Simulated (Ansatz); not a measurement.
Given:

HfN (rock salt)

```
HfN
1.0
    0.00000     2.27401     2.27401
    2.27401     0.00000     2.27401
    2.27401     2.27401     0.00000
N Hf
1 1
Direct
  0.00000   0.00000   0.00000
  0.50000   0.50000   0.50000
```

In this cell atom 1 (N, nearest neighbour Hf at 2.274 Å; its periodic images, 3.2 Å or more away, move with it) is moved by s along Cartesian z, unit vector (0.000, 0.000, 1.000); all other atoms and the cell stay fixed.

These are PBE (plane waves to 420 eV, PAW, scalar-relativistic; Ansatz, a quantum-chemistry and plane-wave program) values and carry that method's errors. k mesh 14×14×14 (Γ-centred), Fermi-Dirac smearing 0.05 eV. E stands for the smeared free energy. Left out: 4 of 11 points, with atoms too close for the PAW data. With partly filled bands, energies and forces of such displacements shift with the k mesh and the smearing. HfN is run without spin polarisation. HfN was relaxed with its symmetry unable to fall. Spin-orbit coupling is left out, though Hf is heavy. The PAW data are Ansatz's earlier set. ΔE is measured from the undisplaced structure.

The scan covers s from -0.408 to 0.408 Å in 7 points.

Task: Is the energy the same for equal positive and negative displacements?

Result: Even: the same for both signs. With its periodic images moving along, the atom's site symmetry in this cell is m-3m.

Task: What is the energy change at s = 0.408 Å?

Result: 1046 meV/cell.

Task: What force acts on the atom along the line at s = -0.408 Å?

Result: 5.87 eV/Å.

Task: What is the force constant k = d²E/ds² of this move at s = 0?

Result: 10.7 eV/Å².

Task: With two atoms in the cell this is the zone-centre optical mode. What wavenumber follows?

Result: 473 cm⁻¹.

(A displaced cell: forces are minus the slopes of the energy, force constants its curvatures, and phonons follow from these.)
